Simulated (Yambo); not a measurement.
A G0W0@LDA run in Yambo for YOF (space group P4/nmm, No. 129) (4×4×2 Γ-centred k mesh, 156 bands and a 8 Ry block in the screening, 156 bands in G with the Bruneval-Gonze terminator, plasmon pole fitted at 27.2 eV) gives these matrix elements, in eV, at the band edges ((0.25, 0.25, -0.5) → Γ):

```
state               E0    <Vxc>     <Σx>  <Σc(E0)>      Z
---------------  -----  -------  -------  --------  -----
valence edge     0.000  -19.754  -24.981     4.088  0.797
conduction edge  4.823  -10.717   -5.736    -3.787  0.864
```

Q: Solve the linearised quasiparticle equation for both states, give the gap, and say how exchange and correlation each act on it.

A: E = E0 + Z(Σx + Σc − Vxc). Valence: 0.000 + 0.797 × (-24.981 + (4.088) − (-19.754)) = -0.91 eV. Conduction: 4.823 + 0.864 × (-5.736 + (-3.787) − (-10.717)) = 5.86 eV. The gap is 6.76 eV, against 4.82 eV in LDA. Replacing Vxc by bare exchange alone would open it by 10.21 eV; correlation takes back 7.88 eV of that, and Z scales what is left. Nearest settings tried, and what they do to the gap: 123 bands in W, 123 bands in G: +12 meV; 6 Ry block (129 vectors against 229): -137 meV; 4×4×4 mesh: +21 meV. So the settings aren't converged at that level. 

Geometry of the Materials Project entry, not relaxed at this level; primitive cell a = 3.8323 Å, b = 3.8323 Å, c = 5.4467 Å, α = 90.00°, β = 90.00°, γ = 90.00°.

The structure is a Materials Project entry; no match was found in the copy of COD used, and its stability was not checked.
